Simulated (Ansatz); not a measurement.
GePdS₃:
```
GePdS3
1.0
    7.31539     1.73502     0.00000
   -7.31539     1.73502     0.00000
   -2.64474     0.00000     9.00596
Ge Pd S
2 2 6
Direct
  0.08389   0.91611   0.29732
  0.91611   0.08389   0.70268
  0.38937   0.61063   0.03012
  0.61063   0.38937   0.96988
  0.62688   0.37312   0.45126
  0.37312   0.62688   0.54874
  0.17204   0.82796   0.13718
  0.82796   0.17204   0.86282
  0.92536   0.07464   0.20411
  0.07464   0.92536   0.79589
```

Relaxed with r²SCAN. Special points in fractions of this cell's reciprocal vectors: Γ (0.000, 0.000, 0.000); C (0.265, 0.265, 0.000); C2 (-0.265, 0.735, 0.000); Y2 (-0.500, 0.500, 0.000); M2 (-0.500, 0.500, 0.500); D (-0.259, 0.741, 0.500); D2 (0.259, 0.259, 0.500); A (0.000, 0.000, 0.500); L2 (0.000, 0.500, 0.500); V2 (0.000, 0.500, 0.000).

List the band energies nearest the valence-band maximum at these points for r²SCAN (plane waves, PAW; program Ansatz).

In eV from the valence-band maximum; about four levels below and three above (degenerate sets whole), none deeper than 8.9 eV; points with the same levels are listed once.

```json
[
 {"k": "Γ", "below": "-0.79 -0.78 -0.21 -0.20", "above": "2.14 2.37 2.60"},
 {"k": "C", "below": "-1.06 -0.99 -0.79 -0.25", "above": "2.04 2.09 3.05"},
 {"k": "Y2", "below": "-0.80 -0.49 -0.46 -0.17", "above": "2.31 2.48 2.67"},
 {"k": "M2", "below": "-0.88 -0.81 -0.29 -0.19", "above": "2.38 2.44 2.68"},
 {"k": "D", "below": "-1.19 -0.82 -0.73 -0.24", "above": "2.20 2.28 2.80"},
 {"k": "A", "below": "-0.83 -0.58 -0.12 -0.04", "above": "1.97 2.43 2.60"},
 {"k": "L2", "below": "-1.24 -0.80 -0.50 -0.44", "above": "2.21 2.28 2.95"},
 {"k": "V2", "below": "-1.13 -0.94 -0.51 -0.46", "above": "2.06 2.08 3.08"}
]
```

Space group C2/m. The workflow started from a Materials Project entry (that database holds measured and hypothetical structures alike); the Crystallography Open Database copy checked does not list it. Whether it is the stable phase at ambient conditions was not checked. Symmetry was held in the r²SCAN relaxation; its stability against distortions is not shown here. The run is not spin-polarised. A crystal of weakly bound chains computed without a dispersion correction: the cell and the soft elastic constants depend strongly on that. Spin–orbit coupling is left out wherever it is not named.

Potentials: the later of the program's two PAW sets.
